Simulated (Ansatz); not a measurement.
Relaxed-ion elastic tensor of LaSb (rock salt, Fm-3m) in GPa (Voigt order), LDA (plane waves, PAW; program Ansatz); density 6.60 g/cm³, 32.78 Å³ per atom.

```
 153  14.6  14.6   0.0   0.0   0.0
14.6   153  14.6   0.0   0.0   0.0
14.6  14.6   153   0.0   0.0   0.0
 0.0   0.0   0.0  18.3   0.0   0.0
 0.0   0.0   0.0   0.0  18.3   0.0
 0.0   0.0   0.0   0.0   0.0  18.3
```

Task: Is the crystal mechanically stable?

Result: Yes: the smallest eigenvalue of C is 18.3 GPa.

Task: Work out the Voigt, Reuss and Hill averages.

Result: K_V = 60.7, K_R = 60.7, K_H = 60.7; G_V = 38.7, G_R = 26.0, G_H = 32.3 GPa.

Task: Give Young's modulus, Poisson's ratio, Pugh's ratio and the universal anisotropy index.

Result: E = 9KG/(3K + G) = 82.4 GPa; ν = 0.27; K/G = 1.88 (ductile by the Pugh limit of 1.75); A_U = 5G_V/G_R + K_V/K_R − 6 = 2.45.

Task: Estimate the sound speeds and the Debye temperature.

Result: v_l = √((K + 4G/3)/ρ) = 3970 m/s, v_t = √(G/ρ) = 2210 m/s, mean 2460 m/s; Θ = (h/k)(3n/4πV)^(1/3) v_m = 229 K.

Task: Give the Zener ratio and Young's modulus along [100], [110] and [111].

Result: A = 2C44/(C11 − C12) = 0.27; 1/E = S11 − 2(S11 − S12 − S44/2)Γ with Γ = 0, 1/4, 1/3 gives 150, 60.0, 50.0 GPa.

Task: Solve the Christoffel equation for the three sound speeds along [100], [110], [111].

Result: Eigenvalues of C_ijkl n_j n_l equal ρv². In km/s, slowest first: [100] 1.67, 1.67, 4.81; [110] 1.67, 3.24, 3.93; [111] 2.81, 2.81, 3.59.

The first step of the workflow began from a Materials Project structure, measured or hypothetical; the Crystallography Open Database files this formula in space group No. 225, but the cells were not matched. Whether it is the stable phase at ambient conditions was not checked. The LDA relaxation kept the symmetry of its start; of distortions, only those at the zone centre were tested. As this level gives no gap, shear constants depend on the k-mesh and smearing (Fermi–Dirac, 0.1 eV here). Scalar-relativistic: spin–orbit coupling is off unless named, which matters more the heavier the elements.

Potentials: the later of the program's two PAW sets.
